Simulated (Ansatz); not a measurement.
SrO:
```cif
data_O2Sr2
_chemical_formula_sum 'Sr2 O2'
_space_group_name_H-M_alt 'P 1'
_space_group_IT_number 1
_cell_length_a 3.47768
_cell_length_b 3.47768
_cell_length_c 6.08602
_cell_angle_alpha 90.000
_cell_angle_beta 90.000
_cell_angle_gamma 120.000
loop_
_space_group_symop_operation_xyz
  'x, y, z'
loop_
_atom_site_label
_atom_site_type_symbol
_atom_site_fract_x
_atom_site_fract_y
_atom_site_fract_z
_atom_site_occupancy
Sr1 Sr 0.33333 0.66667 0.25000 1
Sr2 Sr 0.66667 0.33333 0.75000 1
O1 O 0.00000 0.00000 0.00000 1
O2 O 0.00000 0.00000 0.50000 1
```

Relaxed with LDA.

**Question.** Give the optical modes at the zone centre with their infrared and Raman activity from DFPT, the program Ansatz at the LDA level (PAW).

**Answer.** Transverse frequencies, without the LO–TO term; a row sums one degenerate level.

| ω (cm⁻¹) | degeneracy | IR ((D/Å)²/amu) | Raman (Å⁴/amu) | activity | symmetry |
|---|---|---|---|---|---|
| 124 | 2 | 0.00 | 2.3 | Raman | E2g |
| 214 | 2 | 0.00 | 0 | silent | E2u |
| 233 | 1 | 23.33 | 0 | IR | A2u |
| 245 | 1 | 0.00 | 0 | silent | B1g |
| 274 | 2 | 34.33 | 0 | IR | E1u |
| 485 | 1 | 0.00 | 0 | silent | B2u |

**Question.** How high does the top mode go among those that the LO–TO term moves?

**Answer.** 470 cm⁻¹ for q along x, 470 cm⁻¹ for q along y, 491 cm⁻¹ for q along z.

Space group P6_3/mmc (NiAs type). The workflow started from a Materials Project entry (that database holds measured and hypothetical structures alike); the Crystallography Open Database copy checked does not list it. It is not the phase usual at ambient conditions (space group No. 225). The LDA relaxation kept the symmetry of its start; whether a distortion lowers the energy is not shown.

Potentials: the later of the program's two PAW sets.
